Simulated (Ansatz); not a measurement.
One atom moved along a line in Ag

Method: DFT PBEsol, scalar-relativistic, plane waves, PAW (Ansatz 0.2.0). The runs took a 420 eV cutoff, a Γ-centred 10×10×10 mesh and Gaussian smearing (0.15 eV). No spin polarisation. Energies are free energies at this smearing, counted from the undisturbed cell; pressure is positive in compression.

Zero of the scan (as given, not relaxed at this level; it stands at -2.6 GPa):

```
Ag
1.0
    -4.08620   -4.08620    0.00000
     0.00000   -4.08620    4.08620
    -4.08620    0.00000    4.08620
Ag
8
Direct
  0.50000 0.00000 0.00000
  0.00000 0.00000 0.00000
  0.50000 0.50000 0.00000
  0.00000 0.50000 0.00000
  0.50000 0.00000 0.50000
  0.00000 0.00000 0.50000
  0.50000 0.50000 0.50000
  0.00000 0.50000 0.50000
```

Atom 1 (Ag) is moved by x along the Cartesian unit vector (0.707, 0.707, 0.000); the cell and all other atoms stay fixed. The cell is metallic on the mesh throughout.

| x (Å) | ΔE (meV/cell) | force along x on the moved atoms (eV/Å) | pressure (GPa) |
| --- | --- | --- | --- |
| -0.1000 | 26.0 | 0.52 | -2.5 |
| -0.0600 | ? | 0.31 | ? |
| -0.0200 | 1.0 | 0.10 | -2.6 |
| 0.0000 | 0.0 | 0.00 | -2.6 |
| 0.0300 | 2.3 | -0.15 | -2.6 |
| 0.0400 | 4.1 | -0.21 | -2.6 |
| 0.0500 | 6.4 | -0.26 | -2.6 |
| 0.0700 | ? | ? | -2.6 |
| 0.0800 | 16.6 | -0.42 | -2.5 |
| 0.0900 | ? | -0.47 | ? |

By symmetry 0.1000 repeats -0.1000, -0.0800 repeats 0.0800, 0.0600 repeats -0.0600, -0.0400 repeats 0.0400, 0.0200 repeats -0.0200 in energy, with the opposite slope along the path.

Task: Give the withheld values.

Result: ΔE (meV/cell) at x (Å) = -0.0600: 9.3; pressure (GPa) at x (Å) = -0.0600: -2.6; ΔE (meV/cell) at x (Å) = 0.0700: 12.7; force along x on the moved atoms (eV/Å) at x (Å) = 0.0700: -0.36; ΔE (meV/cell) at x (Å) = 0.0900: 21.0; pressure (GPa) at x (Å) = 0.0900: -2.5.